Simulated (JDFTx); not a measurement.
System: Cu(110) (Fm-3m bulk; lattice of mp-30, not re-optimised at this level), (1×1) cell of 5 atoms in 5 planes, area 9.05 Å² a face, 5.0 Å between the outermost planes in a cell 24.1 Å high; k mesh 6×8×1, Fermi width 0.01 Ha, no spin polarisation.

Adsorbate: H on both faces at 1.00 monolayer, started bridge and relaxed in vacuum, keeping the symmetry of the start.

All numbers are PBE, GBRV ultrasoft potentials, plane waves to 20/100 Ha results from JDFTx (a modified build), not measurements. The adsorption energy per H is [E(slab + 2 H) − E(slab)]/2 − (½ E(H2)), with the gas molecules relaxed at the same level and slab energies taken as (E + F)/2, the usual estimate of zero smearing. In reaction energies these potentials put H₂ about 0.03 eV too high against large-basis PBE. These are electronic energies without vibrational corrections. Both faces are alike, and the cell allows no reconstruction beyond its size.

**Question.** Predict the adsorption energy and the geometry, and the change of the work function.

**Answer.** 0.20 eV. H sits 0.33 Å above the highest substrate atom, bound to 1 Cu at 1.66 Å. The work function goes from 4.36 to 4.18 eV. In CANDLE, water, 1 M KCl, at zero charge, the adsorption energy is 0.20 eV and the potential of zero charge moves from -0.39 to -0.57 V vs SHE (4.44 V convention).
